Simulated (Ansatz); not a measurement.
CdI₂ (CdI2 type)

```yaml
crystal:
  lattice:
    - [4.24233, 0.00000, 0.00000]
    - [-2.12117, 3.67397, 0.00000]
    - [0.00000, 0.00000, 6.82427]
  atoms:
    - { symbol: Cd, position: [0.00000, 0.00000, 0.00000] }
    - { symbol: I, position: [0.33333, 0.66667, 0.25349] }
    - { symbol: I, position: [0.66667, 0.33333, 0.74651] }
```

Grid over V/V₀ and (c/a)/(c/a)₀, subscript 0 meaning the relaxed cell; the conventional c axis lies along z; no internal relaxation.

Calculation: PBE-D3(BJ) (plane waves to 420 eV, PAW, scalar-relativistic; Ansatz, a program for electronic structure). k mesh 9×9×5 (Γ-centred), Fermi-Dirac smearing 0.05 eV. E stands for the smeared free energy. Compression counts positive. As the atoms are clamped, bonds stretch with the cell, which overstates energies and stresses. CdI2 was relaxed with its symmetry unable to fall. Spin-orbit coupling is left out, though I is heavy. ΔE is measured from the relaxed starting cell.

ΔE (kJ/mol of atoms), with V/V₀ across and (c/a)/(c/a)₀ down:

| (c/a)/(c/a)₀ \ V/V₀ | 0.920 | 0.960 | 1.000 | 1.040 | 1.080 |
|---|---|---|---|---|---|
| 0.920 | 3.79 | 1.73 | 1.14 | 1.72 | 3.21 |
| 0.960 | 2.99 | 0.90 | 0.29 | 0.84 | 2.32 |
| 1.000 | 2.74 | 0.63 | 0.00 | 0.54 | 2.00 |
| 1.040 | 3.07 | 0.93 | 0.29 | 0.81 | 2.26 |
| 1.080 | 3.96 | 1.81 | 1.14 | 1.65 | 3.09 |

P (GPa), with V/V₀ across and (c/a)/(c/a)₀ down:

```
(c/a)/(c/a)₀ \ V/V₀  0.920  0.960  1.000  1.040  1.080
-------------------  -----  -----  -----  -----  -----
0.920                 3.42   1.48  -0.05  -1.25  -2.20
0.960                 3.46   1.51  -0.02  -1.23  -2.19
1.000                 3.49   1.54   0.00  -1.22  -2.17
1.040                 3.51   1.56   0.02  -1.20  -2.16
1.080                 3.54   1.58   0.04  -1.18  -2.14
```

Read from the data:

```
Property                                                                                                                             Value
--------------------------------------------------------------------------------------  --------------------------------------------------
Modulus against c/a change at fixed volume, (3/4V)·∂²E/∂(ln c/a)² (fit, atoms clamped)   12.6 GPa, an upper bound as the atoms could relax
Lowest place on the grid                                                                 V/V₀ = 1.000, (c/a)/(c/a)₀ = 1.000 (0.0 meV/atom)
Highest place on the grid                                                               V/V₀ = 0.920, (c/a)/(c/a)₀ = 1.080 (41.0 meV/atom)
```

The 25 points together took very roughly 110 core-seconds.

(Under strain, the slope of the energy per volume gives the stress and its curvature an elastic modulus.)
